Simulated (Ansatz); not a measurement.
Question: Each is relaxed and computed with plane-wave PAW PBEsol (Ansatz code). Which alone has a direct gap?
A. MnO2, Pnma (Mn on 4c, O on 4c, O on 4c)
B. WO3, Pmma (W on 2e, O on 2f, O on 2e, O on 2a)
C. SrZrO3, P4mm (Sr on 1b, Zr on 1a, O on 1a, O on 2c)
D. Mg2ZnO3, P-3m1 (Mg on 2d, Zn on 1a, O on 2d, O on 1b)

Answer: A, MnO2, Pnma (Mn on 4c, O on 4c, O on 4c). MnO2: gap 0.63 eV (direct); SrZrO3: gap 3.35 eV (indirect); Mg2ZnO3: gap 3.06 eV (indirect); WO3: gap 0.59 eV (indirect). Spin orders computed, not proven ground states: MnO2, Pnma (Mn on 4c, O on 4c, O on 4c) antiferromagnetic. Not the usual ambient phase: MnO2, Pnma (Mn on 4c, O on 4c, O on 4c). Standing as an ambient phase not checked: SrZrO3, P4mm (Sr on 1b, Zr on 1a, O on 1a, O on 2c); Mg2ZnO3, P-3m1 (Mg on 2d, Zn on 1a, O on 2d, O on 1b); WO3, Pmma (W on 2e, O on 2f, O on 2e, O on 2a). Perhaps ordered models of mixed-site phases: Mg2ZnO3, P-3m1 (Mg on 2d, Zn on 1a, O on 2d, O on 1b). Unstable at this level: SrZrO3, P4mm (Sr on 1b, Zr on 1a, O on 1a, O on 2c); WO3, Pmma (W on 2e, O on 2f, O on 2e, O on 2a). All cells were relaxed under the symmetry of their starts (and spin orders); stability against distortions was not tested throughout. Rows with no word on spin ran without spin polarisation. No Hubbard U is applied. Scalar-relativistic: spin–orbit coupling is off unless named, which matters more the heavier the elements.

Potentials: the later of the program's two PAW sets.
